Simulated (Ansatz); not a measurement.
CdIn2Te4 in space group I-4 (No. 82; Cd on 2a, In on 2b, In on 2d, Te on 8g), plane-wave PAW r²SCAN (Ansatz code), all energies at zero smearing, with the estimated change up to a 700 eV cutoff added, with one set of potentials and settings (totals compare only within such a set). Cell of 7 atoms (1 Cd, 2 In, 4 Te): -47474.702 eV.

```tsv
element	reference phase	E (eV/atom)
Cd	P6_3/mmc, 2 atoms in the cell	-8268.1834
In	I4/mmm, 1 atoms in the cell	-5611.8204
Te	P3_121, 3 atoms in the cell	-6994.8235
```

Formation energy per atom, worked out: (-47474.702 − 1×(-8268.1834) − 2×(-5611.8204) − 4×(-6994.8235))/7 = -0.512 eV/atom (-49 kJ per mol of atoms), at 0 K, without zero-point energy or fitted corrections.

The first step of the workflow began from a Materials Project structure, measured or hypothetical; the Crystallography Open Database files this formula in space group No. 82, but the cells were not matched. Its standing as an ambient phase is unchecked. Symmetry was held in the r²SCAN relaxation; whether a distortion lowers the energy is not shown. The references are the lowest solids computed at this level, not always the standard phases. Scalar-relativistic: spin–orbit coupling is off unless named, which matters more the heavier the elements.

Potentials: the later of the program's two PAW sets.
